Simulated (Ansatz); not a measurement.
# HfC2 in the CaC2-type structure

Level of theory: DFT, PBEsol, scalar-relativistic, no spin polarisation; plane waves to 420 eV with PAW datasets (Ansatz 0.2.0), 12×12×12 k-mesh, Gaussian smearing of 0.05 eV; PAW files: Ansatz's generated set soft_2.

```cif
data_structure
_symmetry_space_group_name_H-M 'P 1'
_symmetry_Int_Tables_number 1
_cell_length_a 3.7465
_cell_length_b 3.7465
_cell_length_c 3.7465
_cell_angle_alpha 127.490
_cell_angle_beta 127.490
_cell_angle_gamma 77.452
_cell_volume 32.11
loop_
_atom_site_label
_atom_site_type_symbol
_atom_site_fract_x
_atom_site_fract_y
_atom_site_fract_z
_atom_site_occupancy
Hf1 Hf 0.00000 0.00000 0.00000 1
C1 C 0.38549 0.38549 0.00000 1
C2 C 0.61451 0.61451 0.00000 1
```

The start was a prototype's sites filled with these elements, not a measured cell.

**Question.** Which orbitals carry the states at the Fermi level, and how many states are there?

**Answer.** Within 0.1 eV of it: Hf 5d 53 %, C 2p 41 % (shares among the projected shells). The density of states at the Fermi level is about 0.88 states/eV per cell, averaged over 0.3 eV.

Density of states (tetrahedra, averaged over 0.4 eV; states/eV per cell of 3 atoms; energy in eV from the Fermi level; projections on Löwdin-orthogonalised atomic orbitals, summed over sites):

```
    E  total  C 2p  Hf 5d  C 2s  Hf 6s  Hf 5p
-6.45   1.95  1.22   0.38  0.26   0.03   0.04
-6.05   2.32  1.59   0.54  0.12   0.01   0.04
-5.65   1.94  1.34   0.47  0.08   0.01   0.03
-5.25   1.66  1.09   0.42  0.10   0.02   0.02
-4.85   1.51  1.00   0.34  0.11   0.02   0.02
-4.45   1.35  0.91   0.27  0.12   0.02   0.02
-4.05   1.31  0.88   0.23  0.14   0.02   0.02
-3.65   1.19  0.80   0.21  0.13   0.02   0.02
-3.25   0.67  0.42   0.16  0.07   0.01   0.01
-2.85   0.41  0.23   0.13  0.04   0.01   0.00
-2.45   0.36  0.17   0.17  0.02   0.00   0.00
-2.05   0.49  0.21   0.24  0.03   0.00   0.00
-1.65   0.59  0.24   0.30  0.03   0.00   0.00
-1.25   0.67  0.26   0.35  0.03   0.00   0.00
-0.85   0.73  0.29   0.39  0.04   0.00   0.00
-0.45   0.81  0.33   0.42  0.04   0.01   0.00
-0.05   0.87  0.36   0.46  0.04   0.01   0.00
 0.35   0.97  0.40   0.50  0.04   0.01   0.00
 0.75   1.07  0.45   0.54  0.04   0.01   0.00
 1.15   1.21  0.52   0.61  0.04   0.02   0.00
 1.55   1.25  0.58   0.59  0.03   0.02   0.00
 1.95   1.29  0.63   0.58  0.02   0.02   0.00
 2.35   1.16  0.47   0.62  0.02   0.02   0.00
 2.75   1.31  0.31   0.91  0.03   0.04   0.00
 3.15   1.71  0.33   1.24  0.05   0.06   0.00
 3.55   1.90  0.39   1.30  0.07   0.08   0.00
 3.95   1.87  0.42   1.18  0.10   0.11   0.00
```

These numbers lack spin–orbit coupling.
